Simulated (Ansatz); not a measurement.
Here is the system:

Cd$_{2}$TeSe:
```xyz
4
Lattice="4.4531 0.0000 0.0000 0.0000 4.4531 0.0000 0.0000 0.0000 6.2634" Properties=species:S:1:pos:R:3 pbc="T T T"
Cd     2.2266     0.0000     4.8077
Cd     0.0000     2.2266     1.4557
Te     0.0000     0.0000     3.1317
Se     2.2266     2.2266     0.0000
```

This is the PBEsol-relaxed structure. Cartesian axes are those of the cell as given.

Problem. All from the program Ansatz at the PBEsol level (PAW), unless another level is named. Give the Young's modulus.

Solution. 39.5 GPa.

Problem. And the piezoelectric stress constants (proper, relaxed ions, C/m²)?

Solution. e15 = -0.05, e24 = 0.05, e31 = -0.04, e32 = 0.04.

Space group P-4m2. The first step of the workflow began from a Materials Project structure, measured or hypothetical; the Crystallography Open Database copy checked does not list it. Its standing as an ambient phase is unchecked. The cell was relaxed with PBEsol under the symmetry of its start; of distortions, only those at the zone centre were tested. Spin–orbit coupling is left out wherever it is not named.

Potentials: the later of the program's two PAW sets.
